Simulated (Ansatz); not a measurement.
A geometry of FeNi away from equilibrium: step 3 of the relaxation of a generated cell, FeNi built in the AFLOW prototype AB_oP8_57_d_d (as in TlF). Method: PBE (plane waves to 420 eV, PAW, scalar-relativistic; Ansatz, a quantum-chemistry and plane-wave program). Γ-centred k-mesh 7×8×8 on the run's cell (coarser than for final values), Fermi–Dirac smearing 0.05 eV. The plane waves were selected for a different cell earlier on the path.

```
CELL_PARAMETERS angstrom
      4.90151     0.00000     0.00000
      0.00000     4.47194     0.00000
      0.00000     0.00000     4.25255
ATOMIC_POSITIONS crystal
  Fe 0.33042 0.53870 0.25000
  Fe 0.33042 0.96130 0.75000
  Fe 0.66958 0.03870 0.25000
  Fe 0.66958 0.46130 0.75000
  Ni 0.86038 0.56230 0.25000
  Ni 0.86038 0.93770 0.75000
  Ni 0.13962 0.06230 0.25000
  Ni 0.13962 0.43770 0.75000
```
Spin-polarised start, with parallel moments on Fe, Ni.

Task: What forces act on the atoms (eV/Å)?

Result: 
```tsv
atom	Fx	Fy	Fz
Fe1	2.08	0.60	0.00
Fe2	2.08	-0.60	0.00
Fe3	-2.08	0.60	0.00
Fe4	-2.08	-0.60	0.00
Ni5	0.14	-0.15	0.00
Ni6	0.14	0.15	0.00
Ni7	-0.14	-0.15	0.00
Ni8	-0.14	0.15	0.00
```

The path ends in Pbcm (No. 57). Spin state reached: ferromagnetic (net 1.65 μB/atom), from parallel starting moments; other spin orders were not run from this start.

The run could not lose the symmetry of its start: the end is stationary, and may be a saddle point rather than a minimum.

The end of the path is a generated cell of FeNi: the first start was made by placing the elements on the sites of a structure type, and the end was not matched to a known phase here, so it may be hypothetical.
